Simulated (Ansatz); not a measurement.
## SCF log, MnO

MnO is taken as a measured crystal structure (space group Fm-3m, primitive cell doubled), 4 atoms in the cell. Source: COD entry 9005947, which need not be the ambient phase.

These are results of Ansatz, DFT, HSE06, PAW, plane waves, scalar-relativistic, not measurements.

Input:

```yaml
crystal:
  lattice:
    - [0.0, 4.4446, 4.4446]
    - [2.2223, 0.0, 2.2223]
    - [2.2223, 2.2223, 0.0]
  atoms:
    - { symbol: Mn, position: [0.0, 0.0, 0.0] }
    - { symbol: Mn, position: [0.5, 0.0, 0.0] }
    - { symbol: O, position: [0.25, 0.5, 0.5] }
    - { symbol: O, position: [0.75, 0.5, 0.5] }
hamiltonian:
  xc: hse06
  pseudopotentials: { kind: paw }
basis:
  ecutwfc: 420
kpoints:
  mp_grid: { grid: [3, 5, 5] }
scf:
  occupations: { method: gaussian, width: 0.05 }
  lower_state_search: "off"
output:
  forces: true
  stress: true
magnetization:
  spin_polarized: true
```

The run was started with:
```sh
ansatz run input.yaml --threads 4 --pin off --max-ram 10240MiB --backend cpu --events-out ev --progress --plain --runs-dir out
```

What the program printed (shortened):

```
Warning: crystal.symmetry: narrowed to the stabiliser of the k-point mesh — unitary ops 24 → 8; excluded 16 operations that carry a point of the 3×5×5 mesh (shift [0, 0, 0]) off the mesh (the run samples exactly the mesh kpoints.mp_grid names, as under crystal.symmetry.detect: false, and its converged state has the mesh's symmetry, not the crystal's; [...]
Warning: output.stress: scf.convergence.dr2_threshold = 1e-7 eV (the SCF's general default) is looser than the 4e-10 eV advised for a printed stress (1e-10 eV for each atom of the cell: 4). [...]
Warning: output.stress: scf.exx.energy_threshold = 1e-6 eV is looser than the 4e-8 eV advised for a stress under a hybrid functional (1e-8 eV for each atom of the cell: 4). Every SCF of the exchange loop can meet its threshold on dr2 while the loop round them stops early: no threshold on dr2 bounds what that leaves in the stress. Set scf.exx.energy_threshold to 4e-8 eV or tighter. [...]
band count auto-derived: 30 (N_el = 42.0; filled up to band 21; 26 by the electrons, moments and atoms)
Pseudopotentials: kind: paw
Pseudopotential: Mn, paw, valence charge 15, recommended cutoff 420 eV (normal), Mn.paw.azcp
Pseudopotential: O, paw, valence charge 6, recommended cutoff 420 eV (normal), O.paw.azcp
Functional definition: HSE06
Crystal: 4 atoms, lattice volume = 43.900 Å³
Basis set: ecut = 420 eV, 845 PW (Γ), exchange–correlation on 90×48×48 points (8 copies of the dense FFT grid, shifted against one another)
Bands: 30, of which v1, the nominal top of the filled ones, is band 21 counted from 1 (20 counted from 0)
Symmetry: 8 space group operations
k-points: 24 of 75
Non-local potential: Mn, projectors of the file, l = 0: 3, l = 1: 2, l = 2: 3, l = 3: 1
Non-local potential: O, projectors of the file, l = 0: 2, l = 1: 2, l = 2: 1
PAW frozen core: Mn, regenerated for the run's functional, and the local potential with it (the file was generated under x = pbe(κ = 0.804, μ = 0.2195149727645171), c = pbe(β = 0.06672455060314922))
PAW frozen core: O, regenerated for the run's functional, and the local potential with it (the file was generated under x = pbe(κ = 0.804, μ = 0.2195149727645171), c = pbe(β = 0.06672455060314922))
Initial density: superposition of atomic densities (chi_scale 0.1, normalization cell, long waves kept (reshape's long-wave potential 0.00 eV rms))
Initial wavefunctions: pseudopotential atomic-orbital guess
Functional: x = pbe(κ = 0.804, μ = 0.2195149727645171), c = pbe(β = 0.06672455060314922), warm-up for x = pbe(κ = 0.804, μ = 0.2195149727645171) + 0.25 (exact − pbe) at short range (hse, ω = 0.20786987370883472 Å⁻¹), c = pbe(β = 0.06672455060314922); [...]
SCF iter   1: F=—  HF=-8937.272790 eV  |F-HF|=—  |Δ(HF+E_count)|=         —  Δρ=2.57e-1 (↑2.57e-1 ↓2.57e-1)  dr2=1.17e2  dr2_m=0.00e0  M=0.000 μB ∫|m|=0.000 μB  β_m=0.30  ethr=1.00e-1  ⟨swp⟩=5.6  Hψ=1966  notcnv=0
preconditioner: auto → Kerker (q_TF=auto, 2.708 Å⁻¹)  [metal: Δε(μ)=0.010 eV  Ē_g=9.064 eV  σ=0.050 eV  W_gap=0.11  n_scr=16 (ndim 8)  ℏωp=28.6 eV  f_vac=0.000  D(μ)=15.00/eV (n_scr^D=348)]
spin=Collinear: Kerker preconditioning applied to the charge; magnetization (m = ρ↑ − ρ↓) channel mixes plain (no charge-response kernel on spin).
SCF iter   2: F=—  HF=-8929.519251 eV  |F-HF|=—  |Δ(HF+E_count)|=    7.75e0  Δρ=9.09e-2 (↑9.09e-2 ↓9.09e-2)  dr2=8.77e0  dr2_m=0.00e0  M=0.000 μB ∫|m|=0.000 μB  β_m=0.27  ethr=1.00e-1  ⟨swp⟩=3.5  Hψ=1729  notcnv=0
SCF iter   3: F=—  HF=-8928.036135 eV  |F-HF|=—  |Δ(HF+E_count)|=    1.48e0  Δρ=4.46e-2 (↑4.46e-2 ↓4.46e-2)  dr2=1.34e0  dr2_m=0.00e0  M=0.000 μB ∫|m|=0.000 μB  β_m=0.63  ethr=2.09e-2  ⟨swp⟩=2.2  Hψ=1444  notcnv=0
SCF iter   4: F=—  HF=-8928.285026 eV  |F-HF|=—  |Δ(HF+E_count)|=   2.49e-1  Δρ=3.43e-2 (↑3.43e-2 ↓3.43e-2)  dr2=1.91e0  dr2_m=0.00e0  M=0.000 μB ∫|m|=0.000 μB  β_m=0.62  ethr=3.19e-3  ⟨swp⟩=4.1  Hψ=2097  notcnv=0
SCF iter   5: F=—  HF=-8923.505603 eV  |F-HF|=—  |Δ(HF+E_count)|=    4.78e0  Δρ=3.52e-1 (↑3.52e-1 ↓3.22e-1)  dr2=8.21e-1  dr2_m=4.50e1  M=9.320 μB ∫|m|=9.320 μB  ethr=3.19e-3  ⟨swp⟩=2.0  Hψ=1440  notcnv=0
Mixer restart at iter 5: flushing history
SCF iter   6: F=—  HF=-8932.416663 eV  |F-HF|=—  |Δ(HF+E_count)|=         —  Δρ=7.11e-2 (↑7.11e-2 ↓5.14e-2)  dr2=1.17e0  dr2_m=5.59e-1  M=9.678 μB ∫|m|=9.678 μB  β_m=0.62  ethr=1.95e-3  ⟨swp⟩=4.1  Hψ=4162  notcnv=0
SCF iter   7: F=—  HF=-8932.327290 eV  |F-HF|=—  |Δ(HF+E_count)|=   8.94e-2  Δρ=2.27e-2 (↑2.27e-2 ↓2.09e-2)  dr2=1.28e-1  dr2_m=3.80e-2  M=9.638 μB ∫|m|=9.638 μB  β_m=0.73  ethr=1.95e-3  ⟨swp⟩=3.5  Hψ=3739  notcnv=0
SCF iter   8: F=—  HF=-8932.358841 eV  |F-HF|=—  |Δ(HF+E_count)|=   3.16e-2  Δρ=1.28e-2 (↑1.28e-2 ↓8.70e-3)  dr2=5.38e-2  dr2_m=1.85e-2  M=9.676 μB ∫|m|=9.676 μB  β_m=0.72  ethr=3.04e-4  ⟨swp⟩=3.0  Hψ=3436  notcnv=0
iter 9 solved again at ethr=1.13e-5 eV; its pass at ethr=1.28e-4 eV (dr2=4.75e-3 eV) is discarded
SCF iter   9: F=—  HF=-8932.351495 eV  |F-HF|=—  |Δ(HF+E_count)|=   7.35e-3  Δρ=2.62e-3 (↑1.89e-3 ↓2.62e-3)  dr2=4.72e-3  dr2_m=6.21e-4  M=9.674 μB ∫|m|=9.674 μB  β_m=0.86  ethr=1.13e-5  ⟨swp⟩=2.0  Hψ=6039  notcnv=0
SCF iter  10: F=—  HF=-8932.352746 eV  |F-HF|=—  |Δ(HF+E_count)|=   1.25e-3  Δρ=1.34e-3 (↑1.34e-3 ↓1.12e-3)  dr2=1.66e-3  dr2_m=1.14e-5  M=9.673 μB ∫|m|=9.673 μB  β_m=0.71  ethr=1.12e-5  ⟨swp⟩=3.1  Hψ=3324  notcnv=0
SCF iter  11: F=—  HF=-8932.352489 eV  |F-HF|=—  |Δ(HF+E_count)|=   2.57e-4  Δρ=2.34e-4 (↑1.83e-4 ↓2.34e-4)  dr2=3.43e-5  dr2_m=1.05e-6  M=9.675 μB ∫|m|=9.675 μB  β_m=0.85  ethr=3.96e-6  ⟨swp⟩=3.0  Hψ=2953  notcnv=0
SCF iter  12: F=—  HF=-8932.352540 eV  |F-HF|=—  |Δ(HF+E_count)|=   5.18e-5  Δρ=5.05e-5 (↑4.80e-5 ↓5.05e-5)  dr2=3.20e-6  dr2_m=7.51e-8  M=9.675 μB ∫|m|=9.675 μB  β_m=0.93  ethr=8.17e-8  ⟨swp⟩=3.4  Hψ=3045  notcnv=0
SCF iter  13: F=—  HF=-8932.352545 eV  |F-HF|=—  |Δ(HF+E_count)|=   4.60e-6  Δρ=1.04e-5 (↑1.04e-5 ↓9.61e-6)  dr2=7.39e-8  dr2_m=1.16e-8  M=9.675 μB ∫|m|=9.675 μB  β_m=0.96  ethr=7.62e-9  ⟨swp⟩=3.3  Hψ=2956  notcnv=0
SCF iter  14: F=—  HF=-8932.352545 eV  |F-HF|=—  |Δ(HF+E_count)|=   1.59e-7  Δρ=2.43e-6 (↑2.43e-6 ↓1.88e-6)  dr2=3.26e-9  dr2_m=1.33e-10  M=9.675 μB ∫|m|=9.675 μB  β_m=0.98  ethr=1.76e-10  ⟨swp⟩=4.0  Hψ=3504  notcnv=0
SCF iter  15: F=-8932.352545 eV  HF=-8932.352545 eV  |F-HF|=1.09e-10  |Δ(HF+E_count)|=   3.83e-9  Δρ=3.69e-7 (↑3.69e-7 ↓3.03e-7)  dr2=3.49e-11  dr2_m=2.28e-11  M=9.675 μB ∫|m|=9.675 μB  ethr=7.77e-12  ⟨swp⟩=3.5  Hψ=2856  notcnv=0
SCF 1 converged in 15 iterations: F = -8932.352545 eV  dr2 = 3.49e-11
  greatest PAW one-centre occupation: 1.004 electrons in one spin orbital (limit 2), on the Mn atom at site 1 (counted from 0), in its partial waves of l = 1
Initial density: handed on by an earlier stage of this run
Initial wavefunctions: those handed on with the density
Functional: x = pbe(κ = 0.804, μ = 0.2195149727645171) + 0.25 (exact − pbe) at short range (hse, ω = 0.20786987370883472 Å⁻¹), c = pbe(β = 0.06672455060314922); HSE06 as pw.x's `hse` composes it (authors' and Libxc's form: `xc: wpbeh`)
Exchange kernel: α = 0.2500, screened, ω = 0.2079 Å⁻¹, Wigner–Seitz truncation, v(0) = 1030.8674 eV·Å³, q-mesh 3×5×5, nearest image of the exchange supercell L = 15.71 Å, pair-density grid 30×15×15, without the augmentation charges, whose exchange is taken in its separable form by FFT convolution over the k-point  [...]
Frozen-core exchange: fock
iter 1 solved again at ethr=3.19e-4 eV; its pass at ethr=1.00e-1 eV (dr2=1.34e-1 eV) is discarded
SCF iter   1: F=—  HF=-8932.746368 eV  |F-HF|=—  |Δ(HF+E_count)|=         —  Δρ=2.22e-2 (↑2.22e-2 ↓1.90e-2)  dr2=1.35e-1  dr2_m=1.45e-1  M=10.000 μB ∫|m|=10.000 μB  β_m=0.30  ethr=3.19e-4  ⟨swp⟩=4.5  Hψ=6793  notcnv=0
preconditioner: auto → none  [insulator: Δε(μ)=0.803 eV  Ē_g=13.872 eV  σ=0.050 eV  W_gap=1.00  n_scr=16 (ndim 8)  ℏωp=28.6 eV  f_vac=0.000  D(μ)=0.00/eV (n_scr^D=0)]
SCF iter   2: F=—  HF=-8932.829867 eV  |F-HF|=—  |Δ(HF+E_count)|=   8.35e-2  Δρ=1.93e-2 (↑1.93e-2 ↓1.35e-2)  dr2=4.07e-2  dr2_m=9.85e-2  M=10.000 μB ∫|m|=10.000 μB  β_m=0.57  ethr=2.90e-4  ⟨swp⟩=3.9  Hψ=3370  notcnv=0  defer=1
SCF iter   3: F=—  HF=-8932.838891 eV  |F-HF|=—  |Δ(HF+E_count)|=   9.02e-3  Δρ=3.65e-3 (↑2.04e-3 ↓3.65e-3)  dr2=5.83e-3  dr2_m=9.71e-4  M=10.000 μB ∫|m|=10.000 μB  β_m=0.58  ethr=9.64e-5  ⟨swp⟩=3.5  Hψ=4279  notcnv=0
SCF iter   4: F=—  HF=-8932.835229 eV  |F-HF|=—  |Δ(HF+E_count)|=   3.66e-3  Δρ=9.21e-4 (↑7.51e-4 ↓9.21e-4)  dr2=1.66e-4  dr2_m=2.37e-4  M=10.000 μB ∫|m|=10.000 μB  β_m=0.60  ethr=1.32e-5  ⟨swp⟩=3.0  Hψ=4113  notcnv=0
SCF iter   5: F=-8932.835226 eV  HF=-8932.835258 eV  |F-HF|=3.23e-5  |Δ(HF+E_count)|=   2.87e-5  Δρ=2.60e-4 (↑2.60e-4 ↓1.74e-4)  dr2=3.36e-5  dr2_m=1.47e-6  M=10.000 μB ∫|m|=10.000 μB  ethr=3.52e-7  ⟨swp⟩=3.5  Hψ=3385  notcnv=0
SCF 2 stopped early in 5 iterations: F = -8932.835226 eV  dr2 = 3.36e-5
  greatest PAW one-centre occupation: 1.007 electrons in one spin orbital (limit 2), on the Mn atom at site 1 (counted from 0), in its partial waves of l = 1
hybrid outer 1: dexx = +1.148e-1 eV, tail = 3.89e-4 eV
Exchange kernel: α = 0.2500, screened, ω = 0.2079 Å⁻¹, Wigner–Seitz truncation, v(0) = 1030.8674 eV·Å³, q-mesh 3×5×5, nearest image of the exchange supercell L = 15.71 Å, pair-density grid 30×15×15, without the augmentation charges, whose exchange is taken in its separable form by FFT convolution over the k-point  [...]
Frozen-core exchange: fock
SCF iter   1: F=—  HF=-8932.832862 eV  |F-HF|=—  |Δ(HF+E_count)|=         —  Δρ=2.78e-4 (↑2.78e-4 ↓7.17e-5)  dr2=2.30e-5  dr2_m=6.29e-6  M=10.000 μB ∫|m|=10.000 μB  β_m=0.30  ethr=4.63e-6  ⟨swp⟩=3.4  Hψ=3199  notcnv=0
preconditioner: auto → none  [insulator: Δε(μ)=1.245 eV  Ē_g=13.995 eV  σ=0.050 eV  W_gap=1.00  n_scr=16 (ndim 8)  ℏωp=28.6 eV  f_vac=0.000  D(μ)=0.00/eV (n_scr^D=0)]
SCF iter   2: F=—  HF=-8932.832874 eV  |F-HF|=—  |Δ(HF+E_count)|=   1.19e-5  Δρ=1.91e-4 (↑1.91e-4 ↓6.67e-5)  dr2=9.01e-6  dr2_m=4.37e-6  M=10.000 μB ∫|m|=10.000 μB  β_m=0.50  ethr=5.27e-8  ⟨swp⟩=4.0  Hψ=3549  notcnv=0
SCF iter   3: F=—  HF=-8932.832874 eV  |F-HF|=—  |Δ(HF+E_count)|=   6.01e-7  Δρ=5.97e-5 (↑5.97e-5 ↓3.02e-5)  dr2=1.70e-6  dr2_m=2.33e-7  M=10.000 μB ∫|m|=10.000 μB  β_m=0.51  ethr=2.13e-8  ⟨swp⟩=3.5  Hψ=3624  notcnv=0
SCF iter   4: F=—  HF=-8932.832873 eV  |F-HF|=—  |Δ(HF+E_count)|=   8.31e-7  Δρ=2.20e-5 (↑2.20e-5 ↓1.36e-5)  dr2=5.38e-8  dr2_m=1.05e-7  M=10.000 μB ∫|m|=10.000 μB  β_m=0.68  ethr=3.75e-9  ⟨swp⟩=3.2  Hψ=3439  notcnv=0  defer=1
SCF iter   5: F=—  HF=-8932.832873 eV  |F-HF|=—  |Δ(HF+E_count)|=   4.88e-8  Δρ=9.10e-6 (↑6.74e-6 ↓9.10e-6)  dr2=3.66e-8  dr2_m=1.43e-8  M=10.000 μB ∫|m|=10.000 μB  β_m=0.75  ethr=1.27e-10  ⟨swp⟩=4.0  Hψ=4557  notcnv=0
SCF iter   6: F=—  HF=-8932.832873 eV  |F-HF|=—  |Δ(HF+E_count)|=   2.20e-9  Δρ=6.22e-6 (↑6.22e-6 ↓1.66e-6)  dr2=2.10e-8  dr2_m=2.13e-9  M=10.000 μB ∫|m|=10.000 μB  β_m=0.60  ethr=8.62e-11  ⟨swp⟩=3.5  Hψ=3005  notcnv=0  defer=5
SCF iter   7: F=-8932.832873 eV  HF=-8932.832873 eV  |F-HF|=2.60e-10  |Δ(HF+E_count)|=   7.47e-9  Δρ=1.11e-6 (↑1.11e-6 ↓5.32e-7)  dr2=3.94e-10  dr2_m=2.32e-10  M=10.000 μB ∫|m|=10.000 μB  ethr=4.91e-11  ⟨swp⟩=3.3  Hψ=2844  notcnv=0  defer=6
SCF 3 converged in 7 iterations: F = -8932.832873 eV  dr2 = 3.94e-10
  Residual-converged pass: ⟨swp⟩=2.6  Hψ=2681  notcnv=0  max |occ|·‖R‖ = 2.4e-6 eV (tolerance 2.4e-6 eV)  dr2=3.18e-10  dr2_m=2.53e-10  dr2_onsite=9.33e-11  max |Δocc| = 6.7e-78
hybrid outer 2: dexx = +9.669e-6 eV, tail = 3.23e-7 eV, Δε = 9.14e-3 eV (about 3.07e-4 eV left of the loop's levels)
Exchange kernel: α = 0.2500, screened, ω = 0.2079 Å⁻¹, Wigner–Seitz truncation, v(0) = 1030.8674 eV·Å³, q-mesh 3×5×5, nearest image of the exchange supercell L = 15.71 Å, pair-density grid 30×15×15, without the augmentation charges, whose exchange is taken in its separable form by FFT convolution over the k-point  [...]
Frozen-core exchange: fock
SCF iter   1: F=—  HF=-8932.832872 eV  |F-HF|=—  |Δ(HF+E_count)|=         —  Δρ=4.33e-6 (↑4.33e-6 ↓1.53e-6)  dr2=5.96e-9  dr2_m=2.04e-9  M=10.000 μB ∫|m|=10.000 μB  β_m=0.30  ethr=3.84e-9  ⟨swp⟩=3.7  Hψ=2995  notcnv=0
preconditioner: auto → none  [insulator: Δε(μ)=1.247 eV  Ē_g=13.994 eV  σ=0.050 eV  W_gap=1.00  n_scr=16 (ndim 8)  ℏωp=28.6 eV  f_vac=0.000  D(μ)=0.00/eV (n_scr^D=0)]
SCF iter   2: F=-8932.832872 eV  HF=-8932.832872 eV  |F-HF|=1.37e-9  |Δ(HF+E_count)|=   1.09e-8  Δρ=4.06e-6 (↑4.06e-6 ↓1.31e-6)  dr2=4.20e-9  dr2_m=2.00e-9  M=10.000 μB ∫|m|=10.000 μB  ethr=1.33e-11  ⟨swp⟩=4.1  Hψ=3963  notcnv=0
SCF 4 converged in 2 iterations: F = -8932.832872 eV  dr2 = 4.20e-9
  Residual-converged pass: ⟨swp⟩=2.4  Hψ=2134  notcnv=0  max |occ|·‖R‖ = 2.4e-6 eV (tolerance 2.4e-6 eV)  dr2=4.23e-9  dr2_m=1.99e-9  dr2_onsite=1.86e-9  max |Δocc| = 3.5e-79
hybrid outer 3: dexx = +7.119e-9 eV, tail = 1.62e-8 eV, Δε = 3.55e-4 eV (about 1.29e-4 eV left of the loop's levels), ΔF = 1.10e-29 eV/Å (tail inf)
this state was not tested for a lower state beside it, because the functional holds exact exchange (a hybrid, or Hartree-Fock), whose exchange loop this test does not read (fock_operator); [...]
hybrid SCF converged: 3 outer / 14 inner (+15 warm-up), last move |dexx| = 7.12e-9 eV, tail = 1.62e-8 eV
Magnetization: 10.0000 μB (26.0000 up, 16.0000 down)
Absolute magnetization: 10.0000 μB (∫|ρ↑−ρ↓|, with the PAW one-centre terms)
Spin contamination: 0.0064 ħ² per cell (⟨S²⟩ above its minimum at these occupations)
Per-site moments (μB) at R_I (Å): [(4.3036, 0.9166), (4.3036, 0.9166), (0.2259, 0.9166), (0.2259, 0.9166)]
Free energy (F): -8932.832872 eV
Frozen-core exchange: fock
Harris-Foulkes:  -8932.832872 eV  (|F-HF|=1.37e-9)
Internal energy: -8932.832872 eV  (E = F + TS)
E sigma→0 (E₀):  -8932.832872 eV
Fermi energy:    12.692447 eV
--- Per-component energies (eV) ---
  E_band       = -603.324706
  E_kinetic    = 950.870942
  E_local      = -4471.781460  (includes V_loc(G=0)·N_el)
  E_nonlocal   = 609.532850
  E_hartree    = 1798.441990
  E_xc         = -295.390144
  E_vxc        = -374.137604  (∫ρ·V_xc dr)
  E_exx        = -173.591495  (= α·E_x^exact, valence–valence)
  E_paw        = -2838.067943  (= ΣΔE_a)
  E_vpaw       = -567.510423  (= ΣTr[D̂ρ^β])
  E_aug_tail   = 0.004782  (compensation charges beyond the density's cutoff)
  E_ewald      = -4512.405949
  E_core_change = -0.446446  (= ΣΔE_core)
  E_smearing   = -0.000000  (= −TS)
  E_closure    = 0.000001  (closes the sum)
  Σ components = -8932.832872   (vs F -8932.832872, Δ=0.00e0)
--- Forces (eV/Å), atoms counted from 1 ---
  atom   1  Mn     0.00000000    -0.00000000     0.00000000
  atom   2  Mn     0.00000000     0.00000000    -0.00000000
  atom   3  O      0.00000000     0.00000000     0.00000000
  atom   4  O      0.00000000     0.00000000     0.00000000
  max |Σ_I F_I| component: 1.89e-29 eV/Å
--- Stress (GPa, compression-positive) ---
        1.137234       0.008352       0.008352
        0.008352       1.151686      -0.006138
        0.008352      -0.006138       1.151686
  P = ⅓ Tr σ = 1.1469 GPa (11.469 kbar)
--- Band table (eV; the first three rows and the last of 48) ---
  k-point 0 ↑: bands = ["-74.1843", "-74.1772", "-41.6692", "-41.6101", "-41.6101", "-41.6011", "-41.6009", "-41.6009", "-9.4586", "-8.4120", "3.5624", "5.4795", "5.4795", "8.0401", "8.0402", "8.0402", "8.4045", "8.4046", "8.6006", "8.6008", "8.6026", "8.9136", "8.9137", "9.6065", "12.0681", "12.0681", "13.3154"]
  k-point 1 ↑: bands = ["-74.1819", "-74.1763", "-41.6595", "-41.6246", "-41.6230", "-41.6157", "-41.6043", "-41.6041", "-9.1247", "-8.4383", "4.2842", "5.5192", "5.9034", "6.0459", "6.6614", "6.6619", "8.3568", "8.3569", "8.5175", "8.8649", "8.9948", "9.4721", "10.4848", "10.4857", "10.9197", "11.1612", "15.3860"]
  k-point 2 ↑: bands = ["-74.1779", "-74.1750", "-41.6625", "-41.6593", "-41.6284", "-41.6248", "-41.6094", "-41.6092", "-8.5241", "-8.4741", "3.8837", "5.0328", "5.6168", "5.6171", "6.5464", "7.0287", "7.7723", "8.8289", "8.8290", "9.1051", "9.2557", "9.3900", "9.4679", "9.4774", "11.8670", "11.8679", "17.2481"]
  k-point 23 ↓: bands = ["-67.8733", "-67.8708", "-34.8526", "-34.8384", "-34.8103", "-34.8093", "-34.8078", "-34.7944", "-8.3018", "-8.0878", "6.0076", "6.5486", "7.9363", "8.2377", "8.2601", "8.2800", "15.3695", "16.2928", "16.7529", "16.9778", "17.4012", "17.5754", "17.7185", "17.7611", "17.9015", "18.6176", "18.6909"]
  guard bands above this table: 3 of the run's 30 bands. The solve was not asked for them (output.publish_guard_bands: true or output.eigenvalues: true publishes all)
```

Among 10 converged runs of this cell from various starts and settings, this end is 42.3 meV/atom above the lowest found (antiferromagnetic, site moments Mn1 4.27, Mn2 -4.27 μB, total 0.00 μB per cell, a gap of 3.04 eV on the k-mesh).

Pressures are approximate, as the exchange loop's threshold is loose for stress. The mesh is coarse, so energy differences (and at times their sign) aren't converged. The mesh has less symmetry than the lattice, which lowers the symmetry of the run. No moments are typed, so the program seeds parallel moments of its own.

The run took 25 s on 4 threads of Arm Neoverse V2 (shared host), peak memory 0.97 GiB.
